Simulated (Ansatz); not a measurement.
Relaxation path: fcc Ni (110), 5 layers

DFT, LDA, PAW with Ansatz's default frozen-core files, scalar-relativistic (Ansatz 0.2.0); a Γ-centred 15×11×1 k mesh, Fermi–Dirac smearing of 0.1 eV, spin-polarised from start moments Ni1 1, Ni2 1, Ni3 1, Ni4 1, Ni5 1 μB. The run relaxes the atoms in the fixed cell.

Command: `ansatz run input.yaml --threads 3 --pin off --max-ram 9216MiB --backend cpu --events-out ev --progress --plain --runs-dir out` It took 2 min on 3 threads of Intel(R) Xeon(R) 6975P-C (Granite Rapids) (shared host), peak memory 0.95 GiB.

```yaml
crystal:
  lattice:
    - [2.4218354203, 0.0, 0.0]
    - [0.0, 3.4249924972, 0.0]
    - [0.0, 0.0, 20.8437]
  atoms:
    - { symbol: Ni, position: [0.0, 0.0, 0.3838097162], spin: 1.0 }
    - { symbol: Ni, position: [0.5, 0.5, 0.4419048579], spin: 1.0 }
    - { symbol: Ni, position: [0.0, 0.0, 0.5], spin: 1.0 }
    - { symbol: Ni, position: [0.5, 0.5, 0.5580951421], spin: 1.0 }
    - { symbol: Ni, position: [0.0, 0.0, 0.6161902838], spin: 1.0 }
magnetization:
  spin_polarized: true
kpoints:
  mp_grid: { grid: [15, 11, 1] }
scf:
  occupations: { method: fermi_dirac, width: 0.1 }
hamiltonian:
  xc: lda
  pseudopotentials: { kind: paw }
output:
  forces: true
  stress: true
  eigenvalues: true
relax:
  f_tol: 0.01
  max_steps: 40
efield:
  axis: 3
  amplitude: 0
  dipole_correction: true
```

Each step lists its free energy a cell above the last geometry, and Cartesian positions (Å) with forces (eV/Å).

The first step:

```
step 1  dF = 104.75 meV
  Ni 0.0000 0.0000 8.0000   0.0000 0.0000 0.7823
  Ni 1.2109 1.7125 9.2109   0.0000 0.0000 -0.6760
  Ni 0.0000 0.0000 10.4218   0.0000 0.0000 0.0000
  Ni 1.2109 1.7125 11.6328   0.0000 0.0000 0.6760
  Ni 0.0000 0.0000 12.8437   0.0000 0.0000 -0.7824
```

Other magnetic orders may lie lower. The PAW files were made under PBE.

**Question.** Where does the relaxation end, and by which steps?

**Answer.** After 4 geometries, with a shortest distance of 2.329 Å and a cell moment of 3.31 μB. The further steps:
```
step 2  dF = 47.74 meV
  Ni 0.0000 0.0000 8.0367   0.0000 0.0000 0.5277
  Ni 1.2109 1.7125 9.2036   0.0000 0.0000 -0.5012
  Ni 0.0000 0.0000 10.4218   0.0000 0.0000 0.0000
  Ni 1.2109 1.7125 11.6401   0.0000 0.0000 0.5012
  Ni 0.0000 0.0000 12.8070   0.0000 0.0000 -0.5277
step 3  dF = 0.41 meV
  Ni 0.0000 0.0000 8.1015   0.0000 0.0000 -0.0586
  Ni 1.2109 1.7125 9.1717   0.0000 0.0000 0.0048
  Ni 0.0000 0.0000 10.4218   0.0000 0.0000 0.0000
  Ni 1.2109 1.7125 11.6720   0.0000 0.0000 -0.0048
  Ni 0.0000 0.0000 12.7422   0.0000 0.0000 0.0585
step 4  dF = 0.00 meV
  Ni 0.0000 0.0000 8.0930   0.0000 0.0000 0.0062
  Ni 1.2109 1.7125 9.1689   0.0000 0.0000 0.0085
  Ni 0.0000 0.0000 10.4219   0.0000 0.0000 0.0000
  Ni 1.2109 1.7125 11.6748   0.0000 0.0000 -0.0085
  Ni 0.0000 0.0000 12.7507   0.0000 0.0000 -0.0062
step 5  dF = 0.00 meV  (same geometry, solved once more)
  Ni 0.0000 0.0000 8.0930   0.0000 0.0000 0.0062
  Ni 1.2109 1.7125 9.1689   0.0000 0.0000 0.0085
  Ni 0.0000 0.0000 10.4219   0.0000 0.0000 0.0000
  Ni 1.2109 1.7125 11.6748   0.0000 0.0000 -0.0085
  Ni 0.0000 0.0000 12.7507   0.0000 0.0000 -0.0062
```
